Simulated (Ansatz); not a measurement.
VBiO₄ (scheelite type, space group I4_1/a)

```cif
data_Bi4O16V4
_chemical_formula_sum 'Bi4 V4 O16'
_space_group_name_H-M_alt 'I41/a :1'
_space_group_IT_number 88
_space_group_name_Hall 'I 4bw -1bw'
_cell_length_a 5.12144
_cell_length_b 5.12144
_cell_length_c 11.62127
_cell_angle_alpha 90.000
_cell_angle_beta 90.000
_cell_angle_gamma 90.000
loop_
_space_group_symop_operation_xyz
  'x, y, z'
  '-y, x+1/2, z+1/4'
  '-x+1/2, -y+1/2, z+1/2'
  'y+1/2, -x, z+3/4'
  '-x, -y+1/2, -z+1/4'
  'y, -x, -z'
  'x+1/2, y, -z+3/4'
  '-y+1/2, x+1/2, -z+1/2'
  'x+1/2, y+1/2, z+1/2'
  '-y+1/2, x, z+3/4'
  '-x, -y, z'
  'y, -x+1/2, z+1/4'
  '-x+1/2, -y, -z+3/4'
  'y+1/2, -x+1/2, -z+1/2'
  'x, y+1/2, -z+1/4'
  '-y, x, -z'
loop_
_atom_site_label
_atom_site_type_symbol
_atom_site_symmetry_multiplicity
_atom_site_Wyckoff_symbol
_atom_site_fract_x
_atom_site_fract_y
_atom_site_fract_z
_atom_site_occupancy
Bi1 Bi 4 a 0.00000 0.00000 0.00000 1
V1 V 4 b 0.00000 0.00000 0.50000 1
O1 O 16 f 0.25105 0.36090 0.07874 1
```
(The calculation used a cell of 12 atoms; values per cell refer to that cell.)

The volume is varied about the relaxed value V₀ at fixed cell shape. The atoms relax within the cell's symmetry.

Computed with r2SCAN (plane waves to 500 eV, PAW, scalar-relativistic; Ansatz, an electronic-structure program). k mesh 7×7×7 (Γ-centred), Fermi-Dirac smearing 0.05 eV. Energies are smeared free energies. Compression counts positive. Spin-orbit coupling is left out, though Bi is heavy. This is one of several known forms of VBiO4; the measured ambient cells at hand have space group No. 15 or 60. VBiO4 is run without spin polarisation. VBiO4 was relaxed with its symmetry unable to fall. ΔE is measured from the relaxed starting cell.

| V (Å³/atom) | P (GPa) | ΔE (meV/atom) |
|---|---|---|
| 11.431 | ? | 67.8 |
| 11.642 | 14.9 | 45.6 |
| 11.854 | 11.4 | ? |
| 12.066 | 8.1 | 15.4 |
| 12.277 | 5.2 | 6.6 |
| 12.489 | 2.5 | 1.6 |
| 12.701 | 0.0 | 0.0 |
| 12.912 | -2.3 | 1.5 |
| 13.124 | -4.3 | 5.9 |
| 13.336 | -6.2 | 12.8 |
| 13.547 | -7.9 | 22.1 |
| 13.759 | -9.4 | 33.5 |
| 13.971 | -10.8 | ? |

### Question
What belongs in the gaps?

### Answer

- 11.431, P (GPa): 18.8
- 11.854, ΔE (meV/atom): 28.3
- 13.971, ΔE (meV/atom): 46.9

(A scan under strain: stresses follow from slopes of the energy per volume, elastic moduli from its curvatures.)
